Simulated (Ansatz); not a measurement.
A crystal relaxed with r2SCAN in the plane-wave code Ansatz has space group R3m:H (No. 160) and a = 4.085 Å, c = 40.136 Å.

| atom | site | x | y | z |
| --- | --- | --- | --- | --- |
| Ga | 3a | 0.0000 | 0.0000 | 0.0025 |
| Ga | 3a | 0.6667 | 0.3333 | 0.0833 |
| Ga | 3a | 0.3333 | 0.6667 | 0.1642 |
| In | 3a | 0.0000 | 0.0000 | 0.2496 |
| Xx | 3a | 0.6667 | 0.3333 | 0.0221 |
| Xx | 3a | 0.3333 | 0.6667 | 0.1030 |
| Xx | 3a | 0.0000 | 0.0000 | 0.1839 |
| Xx | 3a | 0.6667 | 0.3333 | 0.2750 |

With r2SCAN the gap is 0.38 eV and direct, at Γ. With HSE06 the gap is 0.77 eV and direct, at Γ. With PBE the gap closes, the bands meeting at Γ. Meshes: r2SCAN 8×8×8, HSE06 4×4×4, PBE 8×8×8.

Q: Which element is Xx?
A. Sb
B. Bi
C. P
D. As

A: D. Xx is As: InGa3As4 as one 8-atom ordering (R3m) on the zincblende lattice. Ga has 4 As at 2.44–2.49 Å; Ga has 4 As at 2.46–2.49 Å; In has 4 As at 2.57–2.64 Å; As has 4 Ga at 2.46–2.49 Å; As has 3 Ga at 2.49 Å and 1 In at 2.64 Å; As has 1 Ga at 2.44 Å and 3 In at 2.57 Å.

Spin-unpolarised throughout. Whether this structure exists isn't addressed.

No spin-orbit coupling is included; it can move band edges with weight on the heavy atoms by tenths of an eV.
